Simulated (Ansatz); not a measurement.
Method: r2SCAN, no spin polarisation; PAW, plane waves to 500 eV, 4×3×2 (shifted by 0.5, 0.5, 0 steps) mesh, gaussian occupations (width 0.1624 eV) (Ansatz 0.2.0), atoms fixed.

Computed maps in the lattice plane spanned by b (left to right, 6.33 Å, 19 points from zero) and c (bottom to top, 11.03 Å, 26 points from zero), 90° apart, at height 0.000 along a. The fields are smooth PAW ones with compensation charges, not the true ones near nuclei.

Valence density. Digits on a logarithmic scale: 0 up to 0.03 e/Å³, each further digit a factor of 1.6, 9 from 1.3 e/Å³ up:
```
2567776531000000001
4576357642100000123
6676467642211113466
9767776543333335899
9755555434556557999
9632222234677677899
5433211135763366667
3577631124675676433
5999963123577775322
6999974222455654213
5899965433346775312
3567776665479999631
1246766776689999741
1246741676589999731
0246776765458997420
0134666653223443100
0012344321000000000
0000111100000000000
0000000000000000000
0000000000000000000
0000000000000000000
0000000000000000000
0000000000000000000
0000110000000000000
0123332100000000000
1356665320000000000
```

ELF. Ten even steps from '0' (0.00) to '9' (0.93):
```
3799887631000000000
1570005642000000010
3350017863111001576
7446799864444214888
8624788655787524865
8610123347885354788
4000000037820035356
0267630016730067200
5888971004789997200
7865871001244321002
6887742441003553000
1345556894169999700
0025510896189679930
0378700296189889820
0599961475048998400
0489998752002431000
0146776310000000000
0001211000000000000
0000000000000000000
0000000000000000000
0000000000000000000
0000000000000000000
0000000000000000000
0123321000000000000
1478875210000000000
3799997520000000000
```

**Question.** The cell is KP3F2. Which atoms lie within 0.2 Å of this plane, and where (fractions of b and c)?

**Answer.** K at (0.70, 0.49), F at (0.14, 0.62), F at (0.93, 0.81), P at (0.65, 0.72), P at (0.30, 0.46), P at (0.22, 0.91). The whole cell:
```xyz
12
Lattice="4.6124 0.0000 0.0000 0.0009 6.3257 0.0000 0.0039 0.0328 11.0262" Properties=species:S:1:pos:R:3 pbc="T T T"
K     0.0037    4.4611    5.4110
K     2.3099    1.9124   10.9021
F     2.3080    0.4490    3.3851
F     4.6142    0.8803    6.8498
F     0.0043    5.9114    8.8945
F     2.3073    5.4669    1.3492
P     2.3101    4.4386   10.6332
P     0.0040    4.1327    7.9237
P     2.3097    4.9863    4.5148
P     4.6132    1.9392    5.1083
P     2.3074    2.2148    2.3930
P     4.6159    1.3915    9.9971
```

Origin: a known structure type with other elements, at an estimated volume, so it need not be a known compound. Caveats: many states at the Fermi level without spin polarisation, so a magnetic state may lie lower; the k mesh is coarse if the cell is a metal; atoms or cell far from equilibrium; wide smearing.
